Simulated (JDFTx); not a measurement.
Input for JDFTx (a modified build): Ga (SMILES [Ga+]), charge +1, multiplicity 1, SCCS (cation parameters), water, 1 M KF; lengths in bohr, energies in hartree. JDFTx counts charge in electrons: elec-initial-charge is the number of excess electrons. The run starts from orbitals saved by an earlier run of the same system.

```
lattice \
  14.1729459347 0.0000000000 0.0000000000 \
  0.0000000000 14.1729459347 0.0000000000 \
  0.0000000000 0.0000000000 14.1729459347
coords-type Cartesian
ion Ga 0.0000000000 0.0000000000 0.0000000000 0
ion-species pseudo/ga_pbe_v1.4.upf
elec-cutoff 20 100
elec-ex-corr gga-PBE
symmetries none
elec-n-bands 9
elec-initial-charge -1
electronic-minimize nIterations 150 energyDiffThreshold 1e-7
fluid LinearPCM
pcm-variant SCCS_cation
fluid-solvent H2O
fluid-cation K+ 1
fluid-anion F- 1
fluid-minimize nIterations 400 knormThreshold 1e-11
wavefunction read s0.wfns 12
dump-name s3.$VAR
dump End State Ecomponents EigStats BandEigs Forces ElecDensity IonicPositions FluidDebug
```

The log closes as follows.

```
[...]
ElecMinimize: Iter:   9  Etot: -205.280637924212613  |grad|_K:  9.833e-07  alpha:  5.261e-01  linmin: -1.981e-02
ElecMinimize: Iter:  10  Etot: -205.280637983271305  |grad|_K:  6.355e-07  alpha:  5.473e-01  linmin:  1.369e-02
ElecMinimize: Iter:  11  Etot: -205.280638008659793  |grad|_K:  5.063e-07  alpha:  6.237e-01  linmin:  4.930e-02
ElecMinimize: Converged (|Delta Etot|<1.000000e-07 for 2 iters).

# Ionic positions in cartesian coordinates:
ion Ga   0.000000000000000   0.000000000000000   0.000000000000000 0

# Forces in Cartesian coordinates:
force Ga   0.000000440032686   0.000000275487941  -0.000000995019437 0

# Energy components:
   A_diel =       -0.0359470192423195
   Eewald =      -36.1344915450773954
       EH =      142.8866213092675252
     Eloc =     -321.2689280614001746
      Enl =       19.9318165349720751
      Exc =      -23.9328080453889562
 Exc_core =        2.2187118501595124
       KE =       11.0477652176558170
  MuShift =        0.0066217503941294
-------------------------------------
     Etot =     -205.2806380086597926


	eMin: -3.640327 at state 0 ( [ +0.000000 +0.000000 +0.000000 ] spin 0 )
	HOMO: -0.298706 at state 0 ( [ +0.000000 +0.000000 +0.000000 ] spin 0 )
```

The run took 12 electronic cycles (a count that differs between repeats, as do the digits past 10⁻⁶ Ha); the highest occupied level lies at -8.13 eV from the bulk liquid; the total lies -3.92 eV from the vacuum run at this geometry. The continuum can't coordinate to the solute or react with it.
